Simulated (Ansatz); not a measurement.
**Computed properties of CaSiAu**

CaSiAu:
```
CaSiAu
1.0
    4.24372     0.00000     0.00000
   -2.12186     3.67517     0.00000
    0.00000     0.00000     4.21028
Ca Si Au
1 1 1
Direct
  0.00000   0.00000   0.00000
  0.66667   0.33333   0.50000
  0.33333   0.66667   0.50000
```

Space group P-6m2 (No. 187); conventional cell a = b = 4.244 Å, c = 4.210 Å, α = β = 90.00°, γ = 120.00°.

Method: r²SCAN in the plane-wave PAW code Ansatz. The cell and atoms are relaxed at this level. Other levels are named where they apply.

Cell and energy:

```
Quantity                                                      Result
-----------------------------------------------------  -------------
Volume per atom                                             21.89 Å³
Density                                                   6.70 g/cm³
Formation energy from the elements (no fitted shifts)  -0.71 eV/atom
```

Electronic structure:

```
Item                                                                        Result
------------------------------------  --------------------------------------------
Electronic character                                             metallic (no gap)
Density of states at the Fermi level  0.40 states/eV per atom (mean over ±0.08 eV)
```

The first step of the workflow began from a Materials Project structure, measured or hypothetical; the Crystallography Open Database copy checked does not list it. With Si and Au taken as one species the cell has the higher symmetry P6/mmm, so it may be an ordered model of a mixed-site phase. Whether it is the stable phase at ambient conditions was not checked. The r²SCAN relaxation kept the symmetry of its start; whether a distortion lowers the energy is not shown. The references are the lowest solids computed at this level, not always the standard phases. Spin–orbit coupling is left out wherever it is not named.

Potentials: the later of the program's two PAW sets.
